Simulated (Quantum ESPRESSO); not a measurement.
Electric field gradients in Te3Pb4Se (changed cell)

```
CELL_PARAMETERS angstrom
      6.48290     0.00000     0.00000
      0.00000     6.48290     0.00000
      0.00000     0.00000     6.48290
ATOMIC_POSITIONS crystal
  Se 0.00000 0.00000 0.00000
  Pb 0.50000 0.00000 0.00000
  Te 0.00000 0.50000 0.50000
  Pb 0.50000 0.50000 0.50000
  Te 0.50000 0.00000 0.50000
  Pb 0.00000 0.00000 0.50000
  Te 0.50000 0.50000 0.00000
  Pb 0.00000 0.50000 0.00000
```
The cell was made here from a computed Materials Project entry: one of 4 Te replaced by Se, cell and atoms relaxed (PBE without dispersion, pw.x of a modified build of Quantum ESPRESSO, symmetry kept). The parent is TePb in Fm-3m. The swapped cell is a model, not a known phase. Stability against distortions was not tested.

Convention: |Vzz| is the largest principal value, η_Q = (Vxx − Vyy)/Vzz, |C_Q| = |eQVzz/h|. Cores are frozen. Pb, Te had no test against all-electron runs. Spin–orbit coupling is left out, a limit on Pb, Te.

Problem. What do the calculations give at each independent site (field gradients by PBE PAW (JTH datasets; density from pw.x of Quantum ESPRESSO, gradients reconstructed from it by a script), 20 Ha, k-mesh 4×4×4 through Γ)?

Solution. 
```csv
site,site symmetry,Vzz (10²¹ V/m²),η_Q,∣C_Q∣ (MHz)
Se (atom 1),m-3m,0,–,–
"Pb1 (atoms 2, 6, 8)",4/mmm,11.46,0.00,–
"Te (atoms 3, 5, 7)",4/mmm,0.67,0.00,–
Pb2 (atom 4),m-3m,0,–,–
```
